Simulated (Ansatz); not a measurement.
Electric field gradients in CdHg

Method: DFT PBE, scalar-relativistic, plane waves, PAW (Ansatz). Cutoff 420 eV, 16×16×8 k-points (Γ-centred), Fermi-Dirac smearing of 0.15 eV. No spin polarisation.

The cell, relaxed at this level:
```
CELL_PARAMETERS angstrom
1.48901 -2.90525 0.00000
1.48901 2.90525 0.00000
0.00000 0.00000 5.72809
ATOMIC_POSITIONS crystal
Cd 0.00000 0.00000 0.00000
Hg 0.50000 0.50000 0.50000
```

The cell was built by swapping an element in a database structure (itself possibly hypothetical) and relaxing; it need not be the stable form of this composition. In a metal these results depend on the k mesh and the smearing. Spin–orbit coupling is left out, which matters for gradients at heavy nuclei.

**Question.** Give V_zz (10²¹ V/m²) and the asymmetry η at each distinct site.

**Answer.**
| atom | V_zz | η |
| --- | --- | --- |
| Cd (atom 1) | -6.71 | 0.22 |
| Hg (atom 2) | -12.85 | 0.49 |